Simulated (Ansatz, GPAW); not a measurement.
# Ga3Se: the functional in 2 programs

```yaml
crystal:
  lattice:
    - [4.43246, 0.00000, 0.00000]
    - [0.00000, 4.43246, 0.00000]
    - [0.00000, 0.00000, 4.43246]
  atoms:
    - { symbol: Se, position: [0.00000, 0.00000, 0.00000] }
    - { symbol: Ga, position: [0.50000, 0.50000, 0.00000] }
    - { symbol: Ga, position: [0.50000, 0.00000, 0.50000] }
    - { symbol: Ga, position: [0.00000, 0.50000, 0.50000] }
```

The cell comes from a database or a generator and needn't be the stable form of this composition.

Kept alike: task band structure; k mesh 6 × 6 × 6; occupations fermi-dirac, width 0.05 eV; no spin polarisation. The mesh is that of the run's cell of 4 atoms. No spin-orbit coupling.

- A: GPAW; the program's PAW data sets (release 1.2.1) made for this functional (LDA); GPAW PAW data sets (gpaw-data 1.2.1) (PBE); PAW data sets generated for this functional (PBEsol), cutoff 600 eV
- B: Ansatz, all-electron LAPW, scalar-relativistic

```csv
functional,A: pressure (GPa),B: pressure (GPa)
LDA,-5.17,-4.92
PBE,-0.85,-0.55
PBEsol,-3.87,-3.60
```

Pressure is positive in compression; plane-wave values hold the error of the finite cutoff. For a metal such a mesh leaves the last digits unconverged.

Task: How large is the effect of the functional, and do the programs agree on it?

Result: From LDA to PBE the pressure moves by +4.32 in A, +4.37 in B (GPa). Row by row the programs differ by 0.25 to 0.30, and over this span the shifts, as printed, agree within about 1 %. Shifts from LDA: PBE +4.32, +4.37; PBEsol +1.30, +1.32; the programs' shifts differ by up to 0.05.
